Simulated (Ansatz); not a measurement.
**Data sheet: PtW (DFT)**

PtW:
```xyz
2
Lattice="2.7138 0.0000 0.0000 0.0000 2.7138 0.0000 0.0000 0.0000 4.0999" Properties=species:S:1:pos:R:3 pbc="T T T"
Pt     0.0000     0.0000     0.0000
W      1.3569     1.3569     2.0500
```

Space group P4/mmm (No. 123), L1₀ or tetragonal B2; conventional cell a = b = 2.714 Å, c = 4.100 Å, α = β = γ = 90.00°.

Method: PBEsol in the plane-wave PAW code Ansatz. Structure relaxed to zero pressure with the same functional. Other levels are named where they apply.

### Cell and energy

| Quantity | Result |
|---|---|
| Volume per atom | 15.10 Å³ |
| Density | 20.84 g/cm³ |
| Formation energy from the elements (no fitted shifts) | -0.20 eV/atom |

### Electronic structure

| Property | Value |
|---|---|
| Electronic character | metallic (no gap) |
| Density of states at the Fermi level | 0.72 states/eV per atom (mean over ±0.08 eV) |
| Gap with spin–orbit coupling | none (metallic) |

### Mechanics

| Item | Result |
|---|---|
| Bulk modulus (Birch–Murnaghan fit) | 323 GPa |
| Pressure derivative B′ | 4.7 |
| Elastic constants (relaxed ions, GPa) | C11 = 648, C12 = 95.0, C13 = 226, C33 = 520, C44 = 207, C66 = 69.7 |
| Mechanical stability | stable (all eigenvalues of C positive) |
| Hill bulk and shear moduli | 323 and 163 GPa |
| Young's modulus | 419 GPa |
| Poisson's ratio | 0.28 |
| Debye temperature from the elastic constants | 376 K |

### Phonons

| Quantity | Value |
|---|---|
| Highest zone-centre frequency | 165 cm⁻¹ |
| Zone-centre stability | no imaginary mode at Γ |

The start of the workflow was typed in or built on a structure type; neither database checked (COD, Materials Project) lists it. Its standing as an ambient phase is unchecked. The cell was relaxed with PBEsol under the symmetry of its start. No spin polarisation was allowed. As this level gives no gap, shear constants depend on the k-mesh and smearing (Fermi–Dirac, 0.1 eV here). As this level gives no gap, phonon frequencies hold no LO–TO term and depend on the k-mesh and smearing (Fermi–Dirac, 0.1 eV here). Axis ratios of metals converge slowly with the k-mesh, so a and c are less sure than the volume. On the denser mesh and wider smearing of the elastic run this cell carries a stress of 0.3 GPa. The references are the lowest solids computed at this level, not always the standard phases. Spin–orbit coupling is left out wherever it is not named.

Potentials: the earlier of the program's two PAW sets. The files were generated under PBE; for other functionals the program regenerates the frozen cores, and for LDA and PBEsol the local potential too.
